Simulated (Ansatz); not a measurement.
YPt3, in the lowest of the structures calculated here: Pm-3m (No. 221), cP4, Cu3Au type; a = 4.0631 Å, b = 4.0631 Å, c = 4.0631 Å, α = 90.00°, β = 90.00°, γ = 90.00°; Y 1a (0.000, 0.000, 0.000); Pt 3c (0.000, 0.500, 0.500). Level of theory: PBEsol (plane waves to 420 eV, PAW, scalar-relativistic; Ansatz, a first-principles code). Element references, the lowest calculated here: Y (R-3m, not the ambient form), Pt (Fm-3m).

Problem. Predict the formation energy of this Pm-3m form of YPt3 from the elements from PBEsol.

Solution. -0.99 eV/atom.

Static energies, no anion corrections, no zero-point energy. Values are rounded to 0.01 eV/atom. Spin-orbit coupling is missing from these energies, which matters for elements this heavy. The compounds carry no spin polarisation.
